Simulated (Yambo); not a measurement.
KBH₄ (space group P2_1/m, No. 11, within 0.06 Å of P4_2/nmc), G0W0@PBEsol in Yambo (2×2×2 mesh, plasmon pole; 7 Ry block, no terminator). The number N of bands in W and G is varied.

| N | x = 1/N | gap Γ → (-0.5, -0.5, 0) (eV) | shift of the valence edge (eV) |
|---|---|---|---|
| 70 | 0.01429 | 8.986 | -1.497 |
| 106 | 0.00943 | 8.981 | -1.681 |
| 151 | 0.00662 | 9.000 | -1.818 |
| 197 | 0.00508 | ? | ? |

**Question.** Basis-set arguments suggest E = E∞ + A x. Fix A and E∞ from the two rows above the withheld one, predict the row at 197 bands, and test the form.

**Answer.** Gap: A = (9.000 − (8.981))/(0.00662 − 0.00943) = -6.76, E∞ = 9.045 eV, so 9.010 eV is predicted; the run gave 9.022 eV (miss 12 meV). The first two rows have slope 1.03, so the form doesn't hold yet over the whole range. Shift: A = (-1.818 − (-1.681))/(0.00662 − 0.00943) = 48.8, E∞ = -2.141 eV, so -1.893 eV is predicted; the run gave -1.906 eV (miss 13 meV). The first two rows have slope 37.9, so the form doesn't hold yet over the whole range. The other settings are held fixed.

Geometry of the Materials Project entry, not relaxed at this level; primitive cell a = 4.6634 Å, b = 4.6777 Å, c = 6.5486 Å, α = γ = 90.00°, β = 90.07°.

The structure is a Materials Project entry; no match was found in the copy of COD used, and its stability was not checked.

A shift is the quasiparticle energy of the state minus its PBEsol energy.
